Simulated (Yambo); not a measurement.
## How GW settings move the gap: BiClO

G0W0@PBEsol for BiClO (space group P4/nmm, No. 129) in Yambo. Reference settings: 4×4×2 Γ-centred k mesh, 170 bands and a 7 Ry block in the screening, 170 bands in G with the Bruneval-Gonze terminator, plasmon pole fitted at 27.2 eV. The PBEsol gap R → Z on this mesh is 2.62 eV; G0W0 gaps are taken between the same points.

```csv
change from the reference,G0W0 gap R → Z (eV),shift of the valence edge (eV),rough Yambo cost
reference settings,3.50,-0.76,1
113 bands in G,3.50,-0.75,–
84 bands in W,3.51,-0.61,about 1/3
no terminator,3.45,-0.60,–
```

The reference isn't shown to be the converged limit. Costs are rough (shared machines), scaled to the same edge states, and given only for runs that recompute the screening. In the run with 170 bands and a 7 Ry block, which covers more k points, the smallest G0W0 gap is 3.38 eV, A → Z. The mesh misses a band edge: along a dense path the PBEsol gap is 2.54 eV against 2.62 eV on the mesh.

Spin-orbit coupling is left out; with 6p states at a band edge it can lower the gap by many tenths of an eV, most of a small gap.

The standard potential for Bi keeps a d shell in the valence without the s and p states of that shell. In tests on such compounds this moved G0W0 gaps by up to about 0.9 eV, so absolute quasiparticle energies here are unreliable; differences between settings are what counts.

Geometry relaxed with PBE+D3(BJ); primitive cell a = b = 3.9057 Å, c = 7.3368 Å, α = β = γ = 90.00°.

A shift is the quasiparticle energy of the state minus its PBEsol energy.
